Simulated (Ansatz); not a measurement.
The elements of this relaxed trial crystal are hidden behind letters.

```
lattice vectors (Å)
   3.2735    0.0000    0.0000
  -1.6368    2.8350    0.0000
   0.0000    0.0000    8.6891
fractional positions
X 0.0000 0.0000 0.0000
Z 0.0000 0.0000 0.5000
Q 0.6667 0.3333 0.2868
Q 0.3333 0.6667 0.2868
Q 0.6667 0.3333 0.7132
Q 0.3333 0.6667 0.7132
```

Level of theory: DFT PBE, scalar-relativistic, plane waves, PAW, and for the lanthanide a 4f-in-core norm-conserving potential, in Ansatz. Cutoff 770 eV, Γ-centred 12×12×6 mesh (6-atom cell), Gaussian smearing of 0.10 eV, no spin polarisation.

```
Space group                                : P6/mmm (No. 191)
Conventional cell                          : a = 3.274 Å, c = 8.689 Å
Volume per atom                            : 13.44 Å³
Density                                    : 7.16 g/cm³
Formation energy                           : −0.14 eV/atom
Gap on the 12×12×6 mesh of the 6-atom cell : 0 eV (a metal)
```

Energies are uncorrected and count from the elements' standard states at the same level.

Question: X is an s-block element of period 6, Z is a lanthanide and Q is a p-block element of period 2. Which elements are they?

Answer: X = Ba, Z = Er, Q = B, so the formula is BaErB4. Density times volume gives a mean mass of 7.16 × 13.44/1.6605 = 58.0 u per atom, and this set has 58.0 u. Ba is surrounded by 12 B at 3.13 Å, 6 Ba at 3.27 Å and 2 Er at 4.34 Å; Er is surrounded by 12 B at 2.65 Å and 6 Er at 3.27 Å; around B lie 3 B at 1.89 Å, 3 Er at 2.65 Å and 3 Ba at 3.13 Å. Other sets within the hints have nearly the same mass, so mass alone doesn't settle it; this one was computed.

Symmetry constrained the relaxation, so the result can be a saddle point.

The lanthanide is trivalent by construction, without f bands, f moments or other valences. The reference runs of the other elements, and any phases without the lanthanide, used 420 eV, which shifts energies against them by under 10 meV/atom. The lanthanide's reference is the lowest of its hcp, dhcp and fcc cells.
